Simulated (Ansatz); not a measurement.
Bulk Bi$_{2}$Se$_{3}$, relaxed with plane-wave PAW r²SCAN+D4 (Ansatz code):

```cif
data_Bi2Se3
_chemical_formula_sum 'Bi2 Se3'
_space_group_name_H-M_alt 'P 1'
_space_group_IT_number 1
_cell_length_a 10.12038
_cell_length_b 10.12038
_cell_length_c 10.12038
_cell_angle_alpha 23.657
_cell_angle_beta 23.657
_cell_angle_gamma 23.657
loop_
_space_group_symop_operation_xyz
  'x, y, z'
loop_
_atom_site_label
_atom_site_type_symbol
_atom_site_fract_x
_atom_site_fract_y
_atom_site_fract_z
_atom_site_occupancy
Bi1 Bi 0.39896 0.39896 0.39896 1
Bi2 Bi 0.60104 0.60104 0.60104 1
Se1 Se 0.00000 0.00000 0.00000 1
Se2 Se 0.21520 0.21520 0.21520 1
Se3 Se 0.78480 0.78480 0.78480 1
```

### Question
One layer is taken out and relaxed. What does that cost?

### Answer
46 meV/atom, or 16 meV/Å² of layer.

### Question
What lattice and gap has the free layer?

### Answer
a = 4.138 Å; gap 1.21 eV, indirect.

Space group P-3m1 (quintuple layer). A layer that has been made, often on a substrate. Symmetry was held in the r²SCAN+D4 relaxation; its stability against distortions is not shown here. Spin–orbit coupling is left out wherever it is not named.

Potentials: the later of the program's two PAW sets.
